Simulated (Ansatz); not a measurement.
Input:

Relaxed Mo (bcc, W type):

```
Mo
1.0
   -3.15088     3.15088     3.15088
    1.57544    -1.57544     1.57544
    1.57544     1.57544    -1.57544
Mo
2
Cartesian
  0.00000   0.00000   0.00000
 -1.57544   1.57544   1.57544
```

Scan: atom 1 (Mo, nearest neighbour Mo at 2.729 Å; its periodic images, 2.7 Å or more away, move with it) is displaced along Cartesian [110], direction (0.707, 0.707, 0.000) in Cartesian axes, by s. The other atoms stay.

The numbers are results of r2SCAN (plane waves to 500 eV, PAW, scalar-relativistic; Ansatz, an electronic-structure program), not measurements. k mesh 17×17×17 (Γ-centred), Fermi-Dirac smearing 0.05 eV. Energies are smeared free energies. With partly filled bands, energies and forces of such displacements shift with the k mesh and the smearing. On this mesh the relaxed cell isn't quite at rest: it carries a pressure of 0.1 GPa (compression positive) at the zero of the scan. Mo is run without spin polarisation. Mo was relaxed with its symmetry unable to fall. The PAW data are Ansatz's earlier set. The zero of ΔE is the undisplaced structure.

The scan covers s from -0.270 to 0.270 Å in 11 points.

Is the energy the same for equal positive and negative displacements?

Even: the same for both signs. With its periodic images moving along, the atom's site symmetry in this cell is mmm.

What is the force constant k = d²E/ds² of this move at s = 0?

6.81 eV/Å².

(For displaced atoms, the force is minus the slope of the energy, and its curvature is a force constant, which sets phonon frequencies.)
